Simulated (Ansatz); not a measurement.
# CoO: hydrostatic pressure series

These are results of Ansatz, DFT PBE+U, scalar-relativistic, plane waves, PAW, not measurements. (420 eV cutoff, 12×12×12 k-mesh, Gaussian smearing of 0.02 eV, collinear spin, U_eff Co 3.32 eV on d shells)

Starting point, cell and atoms relaxed:

```yaml
crystal:
  lattice:
    - [1.53675, 0.88724, 2.47350]
    - [-1.53675, 0.88724, 2.47350]
    - [0.00000, -1.77448, 2.47350]
  atoms:
    - { symbol: Co, position: [0.00000, 0.00000, 0.00000] }
    - { symbol: O, position: [0.50000, 0.50000, 0.50000] }
```

Cell and atoms are relaxed at each pressure within the symmetry of the start, at zero temperature, so transitions that lower the symmetry aren't seen. The k-mesh given is that at zero pressure and may differ at others. Gaps are Kohn–Sham gaps over the whole zone.

With moments and this functional the run may sit in a state above the lowest one.

Question: Give the structure at 30 GPa.

Answer:
```yaml
crystal:
  lattice:
    - [1.47058, 0.84904, 2.36694]
    - [-1.47058, 0.84904, 2.36694]
    - [0.00000, -1.69808, 2.36694]
  atoms:
    - { symbol: Co, position: [0.00000, 0.00000, 0.00000] }
    - { symbol: O, position: [0.50000, 0.50000, 0.50000] }
```
It takes space group R-3m (No. 166, trigonal). The conventional cell has a = 2.941 Å, b = 2.941 Å, c = 7.101 Å, α = 90.00°, β = 90.00°, γ = 120.00°. Co (site symmetry -3m) has 6 O at 2.07 Å as nearest neighbours. O (site symmetry -3m) is surrounded by 6 Co at 2.07 Å.